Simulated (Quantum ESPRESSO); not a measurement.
Mg2CaZnO4, a curve over strain

Computed values, not a measurement. The program is pw.x of Quantum ESPRESSO 7.5 (plane-wave density functional theory). The cell is made up: 8 atoms on a rocksalt lattice, with randomly drawn elements, strain and displacements, not relaxed. PseudoDojo standard norm-conserving files (v0.5 for PBE, v0.4.1 for LDA and PBEsol) set the functional; there is no spin polarisation, spin-orbit coupling or dispersion term, and the masses in the input are unused placeholders.

Seven runs add a strain to one cell (along z); the atoms follow the cell and are not relaxed. Stress in the table is positive in tension.

Input of the run at -0.0004:

```
&control calculation='scf', pseudo_dir='./dojo.nc.sr.pbe.v0_5.standard.upf', outdir='./o', disk_io='medium', tprnfor=.true., tstress=.true. /
&system ibrav=0, nat=8, ntyp=4, nbnd=43, ecutwfc=84.00895049, nosym=.true., tot_charge=0,
 occupations='smearing', smearing='fd', degauss=0.0018374661
/
&electrons conv_thr=7.350e-09, electron_maxstep=60, /
ATOMIC_SPECIES
Ca 1.0 Ca.upf
Mg 1.0 Mg.upf
O 1.0 O.upf
Zn 1.0 Zn.upf
CELL_PARAMETERS angstrom
4.3514 0.0289 -0.0163
0.0289 4.3722 -0.0381
-0.0163 -0.0381 4.3246
ATOMIC_POSITIONS angstrom
Mg -0.0461 0.0652 -0.0158
Mg 0.1005 2.1095 2.0805
Ca 2.1398 -0.0364 2.1352
Zn 2.1843 2.1221 0.001
O 2.2506 0.0619 -0.0176
O 2.1768 2.1897 2.1787
O 4.3118 0.0215 2.0815
O 4.3631 2.184 -0.0416
K_POINTS automatic
4 4 4 1 1 1
```

```
added strain  free energy less that of the input shown (eV)  stress xx (GPa)  stress yy (GPa)  stress zz (GPa)  stress xy (GPa)  pressure (GPa)  iterations
     -0.0205                                         0.1639           -14.95           -13.79           -19.79             1.28           16.18          12
     -0.0148                                         0.1092           -14.27           -13.15           -17.44             1.30           14.95          12
     -0.0078                                         0.0512           -13.47           -12.38           -14.75             1.31           13.53          12
     -0.0004                                         0.0000           -12.65           -11.60           -12.12             1.33           12.12          12
     +0.0158                                        -0.0797           -10.94            -9.96            -7.08             1.36            9.33          12
     +0.0208                                        -0.0962           -10.44            -9.47            -5.70             1.37            8.54          12
```

Question: one run is left out of the table, at -0.0127. Estimate its stress zz (GPa).

Answer: -16.61. The whole row:

| added strain | free energy less that of the input shown (eV) | stress xx (GPa) | stress yy (GPa) | stress zz (GPa) | stress xy (GPa) | pressure (GPa) | iterations |
| --- | --- | --- | --- | --- | --- | --- | --- |
| -0.0127 | 0.0907 | -14.03 | -12.92 | -16.61 | 1.30 | 14.52 | 12 |

A cubic fit gives a slope of stress zz against the added strain of 339 GPa at zero added strain, with the atoms clamped. Across the table the free energy follows the integral of the stress to within 1.3 meV. A rerun of one of the cells at 1437 eV and a 6 x 6 x 6 mesh moved values by no more than 0.002 eV in energy, 0.05 GPa in stress and 0.003 eV/Å in force.